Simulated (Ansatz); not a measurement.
Relaxed-ion elastic tensor of W (A15 (β-W type), Pm-3n) in GPa (Voigt order), the program Ansatz at the PBEsol level (PAW); density 19.16 g/cm³, 15.93 Å³ per atom.

```csv
,1,2,3,4,5,6
1,628,162,162,0.0,0.0,0.0
2,162,628,162,0.0,0.0,0.0
3,162,162,628,0.0,0.0,0.0
4,0.0,0.0,0.0,101,0.0,0.0
5,0.0,0.0,0.0,0.0,101,0.0
6,0.0,0.0,0.0,0.0,0.0,101
```

Question: Is the crystal mechanically stable?

Answer: Yes: the smallest eigenvalue of C is 101 GPa.

Question: Work out the Voigt, Reuss and Hill averages.

Answer: K_V = 318, K_R = 318, K_H = 318; G_V = 154, G_R = 131, G_H = 142 GPa.

Question: Give Young's modulus, Poisson's ratio, Pugh's ratio and the universal anisotropy index.

Answer: E = 9KG/(3K + G) = 371 GPa; ν = 0.31; K/G = 2.23 (ductile by the Pugh limit of 1.75); A_U = 5G_V/G_R + K_V/K_R − 6 = 0.89.

Question: Estimate the sound speeds and the Debye temperature.

Answer: v_l = √((K + 4G/3)/ρ) = 5140 m/s, v_t = √(G/ρ) = 2720 m/s, mean 3040 m/s; Θ = (h/k)(3n/4πV)^(1/3) v_m = 360 K.

Question: Give the Zener ratio and Young's modulus along [100], [110] and [111].

Answer: A = 2C44/(C11 − C12) = 0.43; 1/E = S11 − 2(S11 − S12 − S44/2)Γ with Γ = 0, 1/4, 1/3 gives 562, 314, 274 GPa.

Question: Solve the Christoffel equation for the three sound speeds along [100], [110], [111].

Answer: Eigenvalues of C_ijkl n_j n_l equal ρv². In km/s, slowest first: [100] 2.30, 2.30, 5.73; [110] 2.30, 3.49, 5.09; [111] 3.14, 3.14, 4.86.

The workflow started from an entry of the Crystallography Open Database (COD), which files this formula under 6 space groups. It is not the phase usual at ambient conditions (space group No. 229). The PBEsol relaxation kept the symmetry of its start; of distortions, only those at the zone centre were tested. The run is not spin-polarised. As this level gives no gap, shear constants depend on the k-mesh and smearing (Fermi–Dirac, 0.1 eV here). Spin–orbit coupling is left out wherever it is not named.

Potentials: the earlier of the program's two PAW sets.
